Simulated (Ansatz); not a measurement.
Relaxed-ion elastic tensor of Rh (fcc (Cu type), space group No. 225) in GPa (Voigt order), the program Ansatz at the PBE level (PAW); density 12.17 g/cm³, 14.04 Å³ per atom.

```
409  181  181  0.0  0.0  0.0
181  409  181  0.0  0.0  0.0
181  181  409  0.0  0.0  0.0
0.0  0.0  0.0  183  0.0  0.0
0.0  0.0  0.0  0.0  183  0.0
0.0  0.0  0.0  0.0  0.0  183
```

Problem. Is the crystal mechanically stable?

Solution. Yes: the smallest eigenvalue of C is 183 GPa.

Problem. Work out the Voigt, Reuss and Hill averages.

Solution. K_V = 257, K_R = 257, K_H = 257; G_V = 156, G_R = 148, G_H = 152 GPa.

Problem. Give Young's modulus, Poisson's ratio, Pugh's ratio and the universal anisotropy index.

Solution. E = 9KG/(3K + G) = 380 GPa; ν = 0.25; K/G = 1.69 (near the Pugh limit of 1.75, no verdict); A_U = 5G_V/G_R + K_V/K_R − 6 = 0.27.

Problem. Estimate the sound speeds and the Debye temperature.

Solution. v_l = √((K + 4G/3)/ρ) = 6140 m/s, v_t = √(G/ρ) = 3530 m/s, mean 3920 m/s; Θ = (h/k)(3n/4πV)^(1/3) v_m = 484 K.

Problem. Give the Zener ratio and Young's modulus along [100], [110] and [111].

Solution. A = 2C44/(C11 − C12) = 1.60; 1/E = S11 − 2(S11 − S12 − S44/2)Γ with Γ = 0, 1/4, 1/3 gives 298, 396, 444 GPa.

Space group Fm-3m (fcc (Cu type)). The PBE relaxation kept the symmetry of its start. No spin polarisation was allowed. As this level gives no gap, shear constants depend on the k-mesh and smearing (Fermi–Dirac, 0.1 eV here). On the denser mesh and wider smearing of the elastic run this cell carries a stress of 0.4 GPa.

Potentials: the later of the program's two PAW sets.
